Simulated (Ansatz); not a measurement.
## A family in space group R-3m

These are results of DFT, LDA, all-electron LAPW, scalar-relativistic (Ansatz 0.2.0), not measurements.

All cells have space group R-3m and are held fixed (conventional cell and sites). Prototypes and MP cells are computed structures that needn't be known or stable phases of these compounds. Gaps are the smallest over the k mesh and a high-symmetry path; Bader charges come from PAW runs of the same cells. Open d or f shells run without spin or U come out metallic where the real compound may not be. Semilocal functionals give too small gaps and can close them; gaps under 0.4 eV may also close off the mesh.

Spin–orbit coupling is left out, though it moves levels of the heavy atoms by tenths of an eV or more.

Bi: a = 4.55 Å, b = 4.55 Å, c = 11.86 Å, α = 90.00°, β = 90.00°, γ = 120.00°; Bi 6c (0.000 0.000 0.234); 11×11×11 mesh, smearing 0.03 eV, COD 9009658, measured
As: a = 3.76 Å, b = 3.76 Å, c = 10.46 Å, α = 90.00°, β = 90.00°, γ = 120.00°; As 6c (0.333 0.667 0.894); 13×13×13 mesh, smearing 0.05 eV, COD 9009651, measured
Sb: a = 4.30 Å, b = 4.30 Å, c = 11.23 Å, α = 90.00°, β = 90.00°, γ = 120.00°; Sb 6c (0.000 0.000 0.234); 12×12×12 mesh, smearing 0.03 eV, COD 9009654, measured

```csv
compound,P (GPa),gap (eV)
Bi,-1.8,none
Sb,-0.8,none
```

(1) Predict the row of As (no spin polarisation).

Answers

(1) P (GPa): -1.5, gap (eV): none.
